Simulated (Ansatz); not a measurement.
# Band table of BiRu

```
Ru Bi
1.0
     4.67360    0.00000    0.00000
    -2.33680    4.04745    0.00000
     0.00000    0.00000    5.46270
Ru Bi
2 2
Direct
  0.33333 0.66667 0.93806
  0.66667 0.33333 0.43806
  0.33333 0.66667 0.43794
  0.66667 0.33333 0.93794
```

Atoms are numbered in the order listed.

The cell was built from the wurtzite type and relaxed in the same program, and has space group P6_3/mmc; it needn't be a known or the stable phase. The relaxation left the symmetry of that type.

Spin–orbit coupling is left out, though it moves levels of the heavy atoms by tenths of an eV or more.

Computed with DFT, PBE, all-electron LAPW, scalar-relativistic (Ansatz 0.2.0).

Numerical set-up: a Γ-centred 10×10×6 k mesh, Fermi–Dirac smearing of 0.05 eV, basis error target 1 meV/atom, no spin polarisation.

Path points, in fractions of the reciprocal vectors: Γ (0.000, 0.000, 0.000), M (0.500, 0.000, 0.000), K (0.333, 0.333, 0.000), A (0.000, 0.000, 0.500), L (0.500, 0.000, 0.500), H (0.333, 0.333, 0.500). Levels in eV from the Fermi level; bands 51 to 74, counted from the lowest band of the run. The gap is zero.

```
# k(1/Å) point b51 b52 b53 b54 b55 b56 b57 b58 b59 b60 b61 b62 b63 b64 b65 b66 b67 b68 b69 b70 b71 b72 b73 b74
0.000 Γ -12.23 -10.50 -3.46 -3.16 -3.16 -2.80 -2.80 -1.56 -1.56 -1.09 -0.66 -0.66 0.78 1.97 1.97 2.00 2.80 3.52 4.44 4.44 6.09 6.09 8.69 9.29
0.097 - -12.20 -10.50 -3.45 -3.19 -3.16 -2.83 -2.77 -1.59 -1.57 -1.07 -0.65 -0.63 0.77 1.66 1.86 1.98 3.09 3.41 4.36 4.54 5.98 6.18 8.89 9.21
0.194 - -12.14 -10.51 -3.41 -3.26 -3.13 -2.89 -2.66 -1.67 -1.60 -1.03 -0.62 -0.54 0.75 1.14 1.57 1.94 3.05 3.60 4.09 4.64 6.06 6.47 8.61 8.83
0.291 - -12.03 -10.52 -3.38 -3.36 -3.08 -2.92 -2.50 -1.80 -1.64 -0.99 -0.57 -0.41 0.60 0.75 1.17 1.87 2.60 3.68 3.86 4.83 6.56 6.95 8.08 8.71
0.388 - -11.89 -10.55 -3.54 -3.28 -3.00 -2.92 -2.29 -1.96 -1.68 -0.97 -0.53 -0.24 0.16 0.69 0.75 1.75 2.04 3.21 3.88 5.35 7.24 7.56 7.63 8.73
0.485 - -11.74 -10.61 -3.71 -3.17 -2.90 -2.86 -2.13 -2.05 -1.72 -0.98 -0.48 -0.19 -0.04 0.34 0.62 1.52 1.60 2.76 3.84 5.97 7.28 7.86 8.23 9.07
0.582 - -11.58 -10.68 -3.85 -3.05 -2.80 -2.76 -2.32 -1.81 -1.76 -1.04 -0.45 -0.44 -0.03 0.17 0.52 1.14 1.43 2.39 3.82 6.49 7.03 8.38 8.91 9.71
0.679 - -11.44 -10.75 -3.94 -2.91 -2.73 -2.66 -2.49 -1.78 -1.60 -1.13 -0.59 -0.43 -0.32 0.35 0.40 0.95 1.26 2.13 3.80 6.78 6.87 9.00 9.49 9.97
0.776 M -11.39 -10.78 -3.97 -2.82 -2.70 -2.62 -2.59 -1.78 -1.51 -1.17 -0.63 -0.43 -0.42 0.35 0.44 0.90 1.18 2.04 3.80 6.82 6.86 9.45 9.76 9.98
0.832 - -11.38 -10.79 -3.96 -2.82 -2.71 -2.62 -2.59 -1.79 -1.49 -1.18 -0.63 -0.46 -0.42 0.35 0.44 0.90 1.18 1.99 3.87 6.82 6.94 9.39 9.47 9.99
0.888 - -11.36 -10.80 -3.92 -2.81 -2.73 -2.65 -2.58 -1.81 -1.45 -1.21 -0.64 -0.51 -0.41 0.35 0.46 0.89 1.16 1.85 4.08 6.81 7.16 9.05 9.23 10.05
0.944 - -11.33 -10.82 -3.85 -2.80 -2.77 -2.68 -2.57 -1.85 -1.38 -1.26 -0.66 -0.58 -0.40 0.36 0.49 0.88 1.13 1.65 4.39 6.79 7.48 8.65 9.01 10.15
1.000 - -11.29 -10.85 -3.76 -2.83 -2.78 -2.73 -2.57 -1.89 -1.32 -1.30 -0.68 -0.64 -0.38 0.37 0.53 0.86 1.09 1.42 4.80 6.77 7.77 8.38 8.76 10.28
1.056 - -11.24 -10.88 -3.65 -2.89 -2.79 -2.75 -2.56 -1.94 -1.38 -1.20 -0.70 -0.69 -0.37 0.38 0.58 0.85 1.04 1.19 5.27 6.75 7.65 8.50 8.61 10.46
1.112 - -11.18 -10.93 -3.53 -2.96 -2.85 -2.72 -2.57 -1.98 -1.43 -1.11 -0.72 -0.72 -0.36 0.38 0.64 0.83 0.98 1.00 5.77 6.73 7.33 8.26 9.11 10.67
1.168 - -11.12 -10.99 -3.43 -3.01 -2.91 -2.68 -2.59 -2.01 -1.46 -1.04 -0.74 -0.73 -0.35 0.37 0.72 0.82 0.86 0.90 6.27 6.71 6.99 8.05 9.63 10.45
1.224 K -11.05 -11.05 -3.39 -2.98 -2.98 -2.63 -2.63 -2.02 -1.47 -1.02 -0.74 -0.74 -0.35 0.37 0.81 0.81 0.82 0.82 6.68 6.68 6.70 7.96 10.07 10.07
1.336 - -11.21 -10.91 -3.46 -3.12 -2.77 -2.76 -2.52 -1.99 -1.41 -1.15 -0.72 -0.69 -0.36 0.42 0.60 0.86 0.96 1.02 6.10 6.74 6.75 8.30 9.64 10.15
1.448 - -11.40 -10.77 -3.52 -3.24 -2.92 -2.63 -2.37 -1.91 -1.46 -1.23 -0.60 -0.54 -0.39 0.36 0.51 1.02 1.24 1.37 5.60 6.33 6.85 8.13 9.58 10.28
1.560 - -11.60 -10.66 -3.50 -3.31 -3.08 -2.64 -2.21 -1.83 -1.81 -1.04 -0.44 -0.36 -0.21 0.12 0.59 1.33 1.47 1.95 5.14 5.82 7.07 7.61 8.86 10.14
1.672 - -11.80 -10.58 -3.41 -3.33 -3.21 -2.73 -2.13 -2.03 -1.75 -0.97 -0.49 -0.12 -0.02 0.30 0.66 1.66 1.81 2.61 4.72 5.32 7.08 7.41 8.08 9.99
1.784 - -11.97 -10.53 -3.32 -3.30 -3.28 -2.83 -2.41 -1.86 -1.67 -0.98 -0.55 -0.33 0.43 0.72 0.88 1.82 2.42 3.25 4.30 4.92 6.54 7.29 7.86 9.47
1.897 - -12.11 -10.51 -3.40 -3.25 -3.18 -2.88 -2.62 -1.71 -1.61 -1.02 -0.60 -0.50 0.73 1.00 1.41 1.92 3.00 3.57 4.08 4.69 6.09 6.61 8.43 9.23
2.009 - -12.20 -10.50 -3.45 -3.19 -3.16 -2.84 -2.75 -1.60 -1.58 -1.07 -0.64 -0.62 0.77 1.59 1.82 1.98 3.16 3.37 4.33 4.56 5.97 6.21 8.97 9.12
2.121 Γ -12.23 -10.50 -3.46 -3.16 -3.16 -2.80 -2.80 -1.56 -1.56 -1.09 -0.66 -0.66 0.78 1.97 1.97 2.00 2.80 3.52 4.44 4.44 6.09 6.09 8.69 9.29
2.192 - -12.21 -10.51 -3.51 -3.17 -3.17 -2.82 -2.82 -1.54 -1.54 -1.17 -0.65 -0.65 0.86 1.86 2.00 2.00 2.83 3.76 4.44 4.44 6.06 6.06 8.75 8.99
2.264 - -12.15 -10.54 -3.64 -3.19 -3.19 -2.88 -2.88 -1.46 -1.46 -1.42 -0.65 -0.65 1.07 1.64 2.07 2.07 2.91 4.28 4.43 4.43 5.99 5.99 8.54 8.54
2.336 - -12.07 -10.59 -3.80 -3.22 -3.22 -2.96 -2.96 -1.78 -1.36 -1.36 -0.64 -0.64 1.32 1.47 2.19 2.19 3.11 4.39 4.39 4.87 5.90 5.90 8.10 8.10
2.408 - -11.95 -10.67 -3.94 -3.25 -3.25 -3.04 -3.04 -2.21 -1.25 -1.25 -0.64 -0.64 1.38 1.50 2.35 2.35 3.48 4.30 4.30 5.43 5.85 5.85 7.68 7.68
2.480 - -11.80 -10.79 -4.01 -3.28 -3.28 -3.13 -3.13 -2.65 -1.12 -1.12 -0.66 -0.66 1.35 1.57 2.56 2.56 4.04 4.14 4.14 5.86 5.86 5.92 7.29 7.29
2.552 - -11.63 -10.92 -4.01 -3.30 -3.30 -3.19 -3.19 -3.07 -1.01 -1.01 -0.69 -0.69 1.36 1.56 2.81 2.81 3.91 3.91 4.72 5.96 5.96 6.30 6.94 6.94
2.624 - -11.45 -11.09 -3.90 -3.42 -3.30 -3.30 -3.25 -3.25 -0.90 -0.90 -0.74 -0.74 1.41 1.52 3.08 3.08 3.65 3.65 5.47 6.13 6.13 6.52 6.62 6.62
2.696 A -11.27 -11.27 -3.71 -3.71 -3.28 -3.28 -3.28 -3.28 -0.81 -0.81 -0.81 -0.81 1.46 1.46 3.36 3.36 3.36 3.36 6.20 6.20 6.35 6.35 6.35 6.35
2.793 - -11.25 -11.25 -3.79 -3.79 -3.26 -3.26 -3.24 -3.24 -0.82 -0.82 -0.81 -0.81 1.41 1.41 3.24 3.24 3.31 3.31 5.96 5.96 6.50 6.50 6.53 6.53
2.890 - -11.20 -11.20 -3.96 -3.96 -3.21 -3.21 -3.16 -3.16 -0.82 -0.82 -0.79 -0.79 1.24 1.24 2.93 2.93 3.24 3.24 5.76 5.76 6.78 6.78 6.88 6.88
2.987 - -11.13 -11.13 -4.16 -4.16 -3.12 -3.12 -3.08 -3.08 -0.83 -0.83 -0.78 -0.78 0.93 0.93 2.54 2.54 3.24 3.24 5.71 5.71 7.10 7.10 7.40 7.40
3.084 - -11.04 -11.04 -4.36 -4.36 -3.03 -3.03 -3.01 -3.01 -0.85 -0.85 -0.76 -0.76 0.55 0.55 2.13 2.13 3.29 3.29 5.79 5.79 7.47 7.47 7.99 7.99
3.181 - -10.95 -10.95 -4.55 -4.55 -2.98 -2.98 -2.89 -2.89 -0.86 -0.86 -0.76 -0.76 0.20 0.20 1.77 1.77 3.37 3.37 6.00 6.00 7.79 7.79 8.60 8.60
3.278 - -10.87 -10.87 -4.70 -4.70 -2.95 -2.95 -2.78 -2.78 -0.88 -0.88 -0.80 -0.80 -0.06 -0.06 1.47 1.47 3.42 3.42 6.32 6.32 7.84 7.84 9.18 9.18
3.375 - -10.82 -10.82 -4.79 -4.79 -2.93 -2.93 -2.70 -2.70 -0.89 -0.89 -0.86 -0.86 -0.19 -0.19 1.28 1.28 3.45 3.45 6.72 6.72 7.57 7.57 9.64 9.64
3.472 L -10.80 -10.80 -4.82 -4.82 -2.92 -2.92 -2.66 -2.66 -0.90 -0.90 -0.89 -0.89 -0.23 -0.23 1.21 1.21 3.46 3.46 7.13 7.13 7.18 7.18 9.82 9.82
3.528 - -10.80 -10.80 -4.82 -4.82 -2.92 -2.92 -2.67 -2.67 -0.94 -0.94 -0.84 -0.84 -0.23 -0.23 1.16 1.16 3.54 3.54 7.14 7.14 7.17 7.17 9.79 9.79
3.584 - -10.79 -10.79 -4.81 -4.81 -2.93 -2.93 -2.67 -2.67 -0.99 -0.99 -0.79 -0.79 -0.22 -0.22 1.01 1.01 3.75 3.75 7.08 7.08 7.22 7.22 9.70 9.70
3.640 - -10.78 -10.78 -4.81 -4.81 -2.94 -2.94 -2.68 -2.68 -1.04 -1.04 -0.74 -0.74 -0.22 -0.22 0.83 0.83 4.03 4.03 6.98 6.98 7.33 7.33 9.56 9.56
3.696 - -10.77 -10.77 -4.80 -4.80 -2.95 -2.95 -2.68 -2.68 -1.09 -1.09 -0.68 -0.68 -0.21 -0.21 0.63 0.63 4.35 4.35 6.85 6.85 7.48 7.48 9.38 9.38
3.752 - -10.76 -10.76 -4.79 -4.79 -2.97 -2.97 -2.69 -2.69 -1.13 -1.13 -0.62 -0.62 -0.20 -0.20 0.45 0.45 4.66 4.66 6.73 6.73 7.68 7.68 9.15 9.15
3.808 - -10.75 -10.75 -4.78 -4.78 -2.98 -2.98 -2.69 -2.69 -1.16 -1.16 -0.57 -0.57 -0.19 -0.19 0.30 0.30 4.92 4.92 6.63 6.63 7.91 7.91 8.91 8.91
3.864 - -10.74 -10.74 -4.78 -4.78 -2.98 -2.98 -2.70 -2.70 -1.18 -1.18 -0.53 -0.53 -0.19 -0.19 0.20 0.20 5.08 5.08 6.56 6.56 8.15 8.15 8.69 8.69
3.920 H -10.74 -10.74 -4.78 -4.78 -2.98 -2.98 -2.70 -2.70 -1.19 -1.19 -0.51 -0.51 -0.19 -0.19 0.17 0.17 5.14 5.14 6.55 6.55 8.28 8.28 8.58 8.58
4.032 - -10.75 -10.75 -4.77 -4.77 -2.98 -2.98 -2.70 -2.70 -1.15 -1.15 -0.57 -0.57 -0.17 -0.17 0.29 0.29 4.98 4.98 6.52 6.52 8.04 8.04 8.69 8.69
4.144 - -10.80 -10.80 -4.73 -4.73 -2.99 -2.99 -2.72 -2.72 -1.06 -1.06 -0.66 -0.66 -0.10 -0.10 0.60 0.60 4.66 4.66 6.34 6.34 7.71 7.71 8.85 8.85
4.256 - -10.88 -10.88 -4.63 -4.63 -3.02 -3.02 -2.79 -2.79 -0.95 -0.95 -0.71 -0.71 0.07 0.07 1.03 1.03 4.27 4.27 6.10 6.10 7.34 7.34 9.10 9.10
4.368 - -10.99 -10.99 -4.46 -4.46 -3.05 -3.05 -2.91 -2.91 -0.88 -0.88 -0.74 -0.74 0.38 0.38 1.55 1.55 3.86 3.86 5.90 5.90 7.02 7.02 8.88 8.88
4.480 - -11.09 -11.09 -4.25 -4.25 -3.11 -3.11 -3.03 -3.03 -0.84 -0.84 -0.76 -0.76 0.79 0.79 2.14 2.14 3.52 3.52 5.78 5.78 6.77 6.77 8.09 8.09
4.592 - -11.18 -11.18 -4.02 -4.02 -3.19 -3.19 -3.13 -3.13 -0.83 -0.83 -0.79 -0.79 1.16 1.16 2.73 2.73 3.32 3.32 5.77 5.77 6.60 6.60 7.27 7.27
4.704 - -11.24 -11.24 -3.81 -3.81 -3.26 -3.26 -3.22 -3.22 -0.82 -0.82 -0.81 -0.81 1.40 1.40 3.19 3.19 3.31 3.31 5.93 5.93 6.47 6.47 6.63 6.63
4.816 A -11.27 -11.27 -3.71 -3.71 -3.28 -3.28 -3.28 -3.28 -0.81 -0.81 -0.81 -0.81 1.46 1.46 3.36 3.36 3.36 3.36 6.20 6.20 6.35 6.35 6.35 6.35
```
